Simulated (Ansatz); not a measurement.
**Data sheet: Si (DFT)**

Si:
```yaml
crystal:
  lattice:
    - [4.97989, 0.00000, 0.00000]
    - [0.00000, 4.97989, 0.00000]
    - [0.00000, 0.00000, 4.97989]
  atoms:
    - { symbol: Si, position: [0.19067, 0.19067, 0.19067] }
    - { symbol: Si, position: [0.00000, 0.50000, 0.50000] }
    - { symbol: Si, position: [0.19067, 0.80933, 0.80933] }
    - { symbol: Si, position: [0.50000, 0.00000, 0.50000] }
    - { symbol: Si, position: [0.80933, 0.19067, 0.80933] }
    - { symbol: Si, position: [0.50000, 0.50000, 0.00000] }
    - { symbol: Si, position: [0.80933, 0.80933, 0.19067] }
```

Space group P-43m (No. 215); conventional cell a = 4.9799 Å, b = 4.9799 Å, c = 4.9799 Å, α = 90.00°, β = 90.00°, γ = 90.00°.

Method: DFT-PBEsol in the program Ansatz with PAW potentials. Structure relaxed to zero pressure with the same functional. Other levels are named where they apply.

**Cell and energy**

```yaml
volume_per_atom: 17.64 Å³
density: 2.64 g/cm³
```

**Electronic structure**

```yaml
electronic_character: metallic (no gap)
Density of states at the Fermi level: 0.37 states/eV per atom (mean over ±0.08 eV)
```

**Mechanics**

```yaml
Bulk modulus (Birch–Murnaghan fit): 81.7 GPa
Pressure derivative B′: 5.6
Elastic constants (relaxed ions, GPa): C11 = 108, C12 = 73.0, C44 = 30.2
mechanical_stability: stable (all eigenvalues of C positive)
hill_bulk_and_shear_moduli: 84.7 and 24.3 GPa
Young's modulus: 66.6 GPa
Poisson's ratio: 0.37
debye_temperature_from_the_elastic_constants: 391 K
```

**Phonons**

```yaml
highest_zone_centre_frequency: 403 cm⁻¹
zone_centre_stability: no imaginary mode at Γ
```

The start of the workflow was typed in or built on a structure type; neither database checked (COD, Materials Project) lists it. It is not the phase usual at ambient conditions (space group No. 227). The cell was relaxed with PBEsol under the symmetry of its start. The volume moved by -23 % from the start of the relaxation. As this level gives no gap, shear constants depend on the k-mesh and smearing (Fermi–Dirac, 0.1 eV here). As this level gives no gap, phonon frequencies hold no LO–TO term and depend on the k-mesh and smearing (Fermi–Dirac, 0.1 eV here).

Potentials: the later of the program's two PAW sets.
